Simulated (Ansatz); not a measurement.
LiNbO₃:
```
CELL_PARAMETERS angstrom
      2.53370     1.46283     4.56250
     -2.53370     1.46283     4.56250
      0.00000    -2.92567     4.56250
ATOMIC_POSITIONS crystal
  Li 0.71884 0.71884 0.71884
  Li 0.21884 0.21884 0.21884
  Nb 0.00248 0.00248 0.00248
  Nb 0.50248 0.50248 0.50248
  O  0.63428 0.89447 0.28282
  O  0.89447 0.28282 0.63428
  O  0.28282 0.63428 0.89447
  O  0.13428 0.78282 0.39447
  O  0.39447 0.13428 0.78282
  O  0.78282 0.39447 0.13428
```

Tensor components refer to the Cartesian frame of this cell.

**Question.** Give the high-frequency dielectric tensor and the Born effective charge tensors of the independent atoms from DFPT, LDA in the plane-wave PAW code Ansatz.

**Answer.** 
ε∞:
```
5.58  0.00  0.00
0.00  5.58  0.00
0.00  0.00  5.51
```
Z* of atom 1 (Li), rows: field, columns: displacement, in e:
```
 1.18   0.25   0.00
-0.25   1.18   0.00
 0.00   0.00   1.02
```
Z* of atom 3 (Nb), rows: field, columns: displacement, in e:
```
 7.33  -1.64   0.00
 1.64   7.33   0.00
 0.00   0.00   6.98
```
Z* of atom 5 (O), rows: field, columns: displacement, in e:
```
-1.62  -0.22  -0.13
-0.30  -4.06  -1.85
-0.17  -1.80  -2.67
```

Space group R3c. The cell was relaxed with LDA under the symmetry of its start. No spin polarisation was allowed. Scalar-relativistic: spin–orbit coupling is off unless named, which matters more the heavier the elements.

Potentials: the later of the program's two PAW sets.
